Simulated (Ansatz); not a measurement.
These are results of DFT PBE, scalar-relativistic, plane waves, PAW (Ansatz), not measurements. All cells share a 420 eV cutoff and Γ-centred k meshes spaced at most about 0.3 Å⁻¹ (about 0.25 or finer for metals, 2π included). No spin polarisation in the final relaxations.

All energies are static (0 K, no zero-point motion).

Compare these two cells of Mg3CdSe4, each relaxed at this level.

A.

```
CELL_PARAMETERS angstrom
-2.78613 2.78613 5.58323
2.78613 -2.78613 5.58323
2.78613 2.78613 -5.58323
ATOMIC_POSITIONS crystal
Mg 0.50000 0.50000 0.00000
Mg 0.75000 0.25000 0.50000
Mg 0.25000 0.75000 0.50000
Cd 0.00000 0.00000 0.00000
Se 0.74374 0.74374 0.00000
Se 0.25626 0.25626 0.00000
Se 0.50000 0.00000 0.50000
Se 0.00000 0.50000 0.50000
```

B.

```
CELL_PARAMETERS angstrom
5.58050 0.00000 0.00000
0.00000 5.58050 0.00000
0.00000 0.00000 5.58050
ATOMIC_POSITIONS crystal
Mg 0.50000 0.00000 0.00000
Mg 0.00000 0.00000 0.50000
Mg 0.00000 0.50000 0.00000
Cd 0.50000 0.50000 0.50000
Se 0.00000 0.50000 0.50000
Se 0.50000 0.50000 0.00000
Se 0.00000 0.00000 0.00000
Se 0.50000 0.00000 0.50000
```

Question: Which arrangement of the elements on these sites is preferred, and by what margin?

Answer: They are level within the accuracy (2 meV/atom apart, with A the lower in these runs). The two share one framework of sites and differ in which element sits where. A has Mg and Cd ordered on rock salt sites, space group I4/mmm (No. 139), 21.7 Å³/atom and a gap of 0.28 eV on its mesh; B has Mg and Cd ordered on rock salt sites, space group Pm-3m (No. 221), 21.7 Å³/atom and no gap. Counting Se atoms around Cd and Mg (those within 1.25 times the shortest such distance or 1.15 times the sum of covalent radii, 1.27 where that leaves under three), A and B both have Mg 6, Cd 6. Both come from invented guesses.

Kohn–Sham gaps at this level usually fall short of measured ones. The zero gap of Pm-3m may come from the functional, which often closes small gaps. With atoms moved at random, I4/mmm came back. Other cells relaxed within their symmetry can be saddle points.
